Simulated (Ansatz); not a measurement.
## How much do the gradients of PbO depend on the method?

Cell: an entry of the Crystallography Open Database (COD) whose atoms were relaxed with PBE, the cell held.

```cif
data_structure
_symmetry_space_group_name_H-M 'P 1'
_symmetry_Int_Tables_number 1
_cell_length_a 3.9744
_cell_length_b 3.9744
_cell_length_c 5.0220
_cell_angle_alpha 90.000
_cell_angle_beta 90.000
_cell_angle_gamma 90.000
_cell_volume 79.33
loop_
_atom_site_label
_atom_site_type_symbol
_atom_site_fract_x
_atom_site_fract_y
_atom_site_fract_z
_atom_site_occupancy
Pb1 Pb 0.00000 0.50000 0.24027 1
Pb2 Pb 0.50000 0.00000 0.75973 1
O3 O 0.00000 0.00000 0.00000 1
O4 O 0.50000 0.50000 0.00000 1
```

Sites (sets of like atoms) are named by element and the number of their first atom in this list.

First run. Level of theory: DFT, PBE, plane waves and PAW, scalar-relativistic, 420 eV cutoff, Γ-centred 8×8×7 k-points, Fermi–Dirac smearing 0.01 eV (Ansatz 0.2.0).

```json
{"site": "Pb", "atom": "1", "V_zz (10²¹ V/m²)": "-23.5", "η": "0.00"}
{"site": "O", "atom": "3", "V_zz (10²¹ V/m²)": "0.21", "η": "0.00"}
```

Second run. The same atoms and settings, except that the functional is r2SCAN and the cutoff is 500 eV.

Problem. Given the first result, estimate the second.

Solution. 

```
site  atom   V_zz     η  change of V_zz
  Pb     1  -26.2  0.00           -2.73
   O     3   0.27  0.00           +0.06
```

The largest change of V_zz is on Pb, from -23.5 to -26.2. In per cent, |V_zz| changes by +12 on Pb (all sites that start above 0.5).

For the first run: Spin–orbit coupling is left out, which shifts gradients on Pb by a few per cent in wide-gap crystals, and can shift them far more where the calculated gap is small or absent, as here.
For the second run: The largest force is 0.4 eV/Å, so the atoms aren't at the calculated equilibrium and relaxing them would move these values. Spin–orbit coupling is left out, which shifts gradients on Pb by a few per cent, and by more where contributions nearly cancel.
